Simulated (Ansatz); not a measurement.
Y₃Al₃NiGe₂ (space group P-62m)

```xyz
9
Lattice="6.9314 0.0000 0.0000 -3.4657 6.0028 0.0000 0.0000 0.0000 4.1661" Properties=species:S:1:pos:R:3 pbc="T T T"
Y     -2.0673     3.5806     0.0000
Y      4.1345     0.0000     0.0000
Y      1.3985     2.4222     0.0000
Al     1.5707     0.0000     2.0830
Al     2.6804     4.6425     2.0830
Al    -0.7853     1.3603     2.0830
Ni     0.0000     0.0000     0.0000
Ge     3.4657     2.0009     2.0830
Ge     0.0000     4.0019     2.0830
```

The slice is a (-1 1 0 0) plane (indices of the conventional cell) through the point (0.000, 0.227, 0.500) (fractional), spanned by u = [001] and v = [110] in vectors of this cell: u (4.17 Å) and v (6.93 Å, at 90° to u). It covers one period; positions are fractions (u, v).

All values below come from r2SCAN (plane waves to 500 eV, PAW, scalar-relativistic; Ansatz, a first-principles code). k mesh 8×8×11. These are valence fields of a PAW run, semicore shells included where kept as valence: close to a nucleus they are smooth pseudo fields. Y3Al3NiGe2 is run without spin polarisation. Y3Al3NiGe2 was relaxed with its symmetry unable to fall.

Three fields on this plane, each scaled to ten steps between its own extremes (0 low, 9 high; the total valence density on a logarithmic scale, the potential cut 8 eV below its top; x marks points blanked near nuclei; v = 0 in the bottom row):

Map A
```
|xxxx5433345xxx|
|xxx654444456xx|
|xx55544444555x|
|55444455544445|
|44433456543344|
|33333577753333|
|33323589853233|
|33323589853233|
|44322467642234|
|55432233322345|
|77642100012467|
|99864200024689|
|xx97521012579x|
|xxx853111358xx|
|xxx864222468xx|
|xxx853323358xx|
|xx86432223468x|
|87653211123567|
|66532100012356|
|65432100012345|
|xx54210001245x|
|xxx432111234xx|
|xxxx4322234xxx|
|xxxx5432345xxx|
```

Map B
```
|xxxx4899984xxx|
|xxx057878750xx|
|xx04676667640x|
|12466543456642|
|66665310135666|
|66664000004666|
|66652000002566|
|55542000002455|
|55653000003565|
|56664200024666|
|34566533356654|
|00256655566520|
|xx03676667630x|
|xxx156656651xx|
|xxx045444540xx|
|xxx144323441xx|
|xx04542124540x|
|12465422245642|
|45666543456665|
|12466655566642|
|xx03677777630x|
|xxx058999850xx|
|xxxx4899984xxx|
|xxxx3899983xxx|
```

Map C
```
|xxxx9754579xxx|
|xxx986444689xx|
|xx88754345788x|
|88875322235788|
|88753111113578|
|77641011101467|
|76520023200256|
|66420023200246|
|76520012100256|
|87641000001467|
|88863100013688|
|66786310136876|
|xx68852125886x|
|xxx786212687xx|
|xxx784101487xx|
|xxx772000277xx|
|xx67510001576x|
|77873100013787|
|88763100013678|
|98764200024678|
|xx77643334677x|
|xxx887656788xx|
|xxxx9876789xxx|
|xxxx9865689xxx|
```

Problem. Assign the maps to these fields: electron localisation function (ELF); valence electron density; electrostatic potential energy of an electron, from the cell's mean.

Solution. A is the valence electron density; B is the electrostatic potential energy of an electron, from the cell's mean; C is the electron localisation function (ELF).
